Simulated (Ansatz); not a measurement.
Al (diamond type) under strong compression

```
Al
1.0
     0.00000    2.97626    2.97626
     2.97626    0.00000    2.97626
     2.97626    2.97626    0.00000
Al
2
Direct
  0.87500 0.87500 0.87500
  0.12500 0.12500 0.12500
```

The cell comes from a relaxation on PAW files under the same functional, begun from a prototype that needn't be the stable phase.

Its volume is scaled at fixed shape and fractional positions.

Computed with Ansatz 0.2.0; functional LDA, scalar-relativistic. Settings: a Γ-centred 12×12×12 k mesh, Fermi–Dirac smearing of 0.08 eV, no spin polarisation. Methods: LAPW: all electrons, basis error target 1 meV/atom; PAW: frozen-core files, cutoff 420 eV; crystal datasets: all electrons, by PAW datasets that the program makes for each cell; norm-conserving: pseudopotentials, cutoff 599 eV.

Energies are extrapolated to zero smearing and count from the unscaled cell; pressure is positive in compression; gaps take the mesh and a band path. No temperature or zero-point motion is included.

The PAW files were made under PBE. The structure type is held throughout; the real material can change phase at far lower pressure.

```json
{"V/V0": "1.00", "V (Å³/atom)": "26.36", "P LAPW (GPa)": "-0.02", "ΔE LAPW (eV/atom)": "0.000", "P PAW − LAPW (GPa)": "0.03", "ΔE PAW − LAPW (meV/atom)": "0.0"}
{"V/V0": "0.95", "V (Å³/atom)": "25.05", "P LAPW (GPa)": "2.31", "ΔE LAPW (eV/atom)": "0.009", "P PAW − LAPW (GPa)": "0.05", "ΔE PAW − LAPW (meV/atom)": "0.4"}
{"V/V0": "0.85", "V (Å³/atom)": "22.41", "P LAPW (GPa)": "9.18", "ΔE LAPW (eV/atom)": "0.098", "P PAW − LAPW (GPa)": "0.11", "ΔE PAW − LAPW (meV/atom)": "1.8"}
{"V/V0": "0.75", "V (Å³/atom)": "19.77", "P LAPW (GPa)": "?", "ΔE LAPW (eV/atom)": "?", "P PAW − LAPW (GPa)": "?", "ΔE PAW − LAPW (meV/atom)": "?"}
{"V/V0": "0.65", "V (Å³/atom)": "17.14", "P LAPW (GPa)": "40.6", "ΔE LAPW (eV/atom)": "0.823", "P PAW − LAPW (GPa)": "0.32", "ΔE PAW − LAPW (meV/atom)": "8.6"}
{"V/V0": "0.55", "V (Å³/atom)": "14.50", "P LAPW (GPa)": "76.2", "ΔE LAPW (eV/atom)": "1.753", "P PAW − LAPW (GPa)": "0.48", "ΔE PAW − LAPW (meV/atom)": "15.3"}
{"V/V0": "0.45", "V (Å³/atom)": "11.86", "P LAPW (GPa)": "145.0", "ΔE LAPW (eV/atom)": "3.506", "P PAW − LAPW (GPa)": "0.64", "ΔE PAW − LAPW (meV/atom)": "24.7"}
{"V/V0": "0.40", "V (Å³/atom)": "10.55", "P LAPW (GPa)": "203.8", "ΔE LAPW (eV/atom)": "4.924", "P PAW − LAPW (GPa)": "0.71", "ΔE PAW − LAPW (meV/atom)": "30.3"}
```

Task: Fit the Vinet equation to the LAPW pressures shown (residuals weighted by 1/(|P| + 0.03·Pmax)), and predict the pressure of the withheld row.

Result: The fit gives V0 = 26.36 Å³/atom, B0 = 40.6 GPa and B0′ = 4.13. At 19.77 Å³/atom, x = (V/V0)^(1/3) = 0.9087, and P = 3·B0·(1 − x)/x²·exp[1.5·(B0′ − 1)·(1 − x)] = 20.7 GPa. The run itself gave 20.7 GPa (-0.2 % off) and ΔE = 0.335 eV/atom.

Task: At the smallest volume, how far do crystal datasets and norm-conserving lie from LAPW in pressure?

Result: crystal datasets: 0.00 GPa; norm-conserving: -4.35 GPa, on a LAPW pressure of 203.8 GPa.

Task: How do the Löwdin populations by LAPW change from the unscaled cell to the last row?

Result: Al 2s 1.98 → 1.92, Al 3s 1.06 → 0.79, Al 3p 1.94 → 2.28 electrons an atom. These are projections on the shells that the free atoms fill; 0.05 e a cell lies outside them at the start and 0.07 e at the end.
